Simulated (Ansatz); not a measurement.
PbS:
```
CELL_PARAMETERS angstrom
      5.10078     0.00000     0.00000
      0.00000     5.10078     0.00000
      0.00000     0.00000     4.12701
ATOMIC_POSITIONS crystal
  Pb 0.50000 0.00000 0.30404
  Pb 0.00000 0.50000 0.69596
  S  0.00000 0.00000 0.00000
  S  0.50000 0.50000 0.00000
```

Plane-wave PAW r²SCAN+D4 (Ansatz code) gives a gap of 1.01 eV without spin–orbit coupling, maximum off the standard path, at k = (0.000, 0.294, 0.260) in fractions of the reciprocal vectors, minimum off the standard path, at k = (0.133, 0.133, 0.393) in fractions of the reciprocal vectors.

What happens when spin–orbit coupling is switched on?

The gap shrinks by 0.36 eV, to 0.65 eV; maximum off the standard path, at k = (0.000, 0.289, 0.266) in fractions of the reciprocal vectors, minimum off the standard path, at k = (0.138, 0.138, 0.490) in fractions of the reciprocal vectors.

Give the hole effective mass with spin–orbit coupling.

0.30, 0.97, 1.4 mₑ (principal values).

Space group P4/nmm. The start of the workflow was typed in or built on a structure type; neither database checked (COD, Materials Project) lists it. It is not the phase usual at ambient conditions (space group No. 225). The r²SCAN+D4 relaxation kept the symmetry of its start. At this level the phase is mechanically unstable. The volume moved by -18 % from the start of the relaxation.

Potentials: the earlier of the program's two PAW sets.
